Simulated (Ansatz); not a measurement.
Ca2Si3Ag in space group Fmmm (No. 69; Pearson symbol oF48) at seven volumes, DFT-r²SCAN in the program Ansatz with PAW potentials, shape and atoms relaxed at each. One row is withheld.

| V (Å³/atom) | P (GPa) |
|---|---|
| 19.541 | 7.05 |
| 20.185 | ? |
| 20.830 | 2.03 |
| 21.474 | 0.00 |
| 22.118 | -1.75 |
| 22.762 | -3.27 |
| 23.406 | -4.57 |

Question: Fit the shown pressures and predict the withheld one.

Answer: Third-order Birch–Murnaghan: P = (3/2)B₀(x^(7/2) − x^(5/2))[1 + (3/4)(B′ − 4)(x − 1)] with x = (V₀/V)^(2/3). Least squares on the six rows gives V₀ = 21.475 Å³/atom, B₀ = 62.55 GPa, B′ = 3.78. At V = 20.185, x = 1.0422 and P = 4.36 GPa. The run itself gave 4.36 GPa.

The workflow started from an entry of the Crystallography Open Database (COD). Its standing as an ambient phase is unchecked. The r²SCAN relaxation kept the symmetry of its start; its stability against distortions is not shown here. The run is not spin-polarised.

Potentials: the later of the program's two PAW sets.
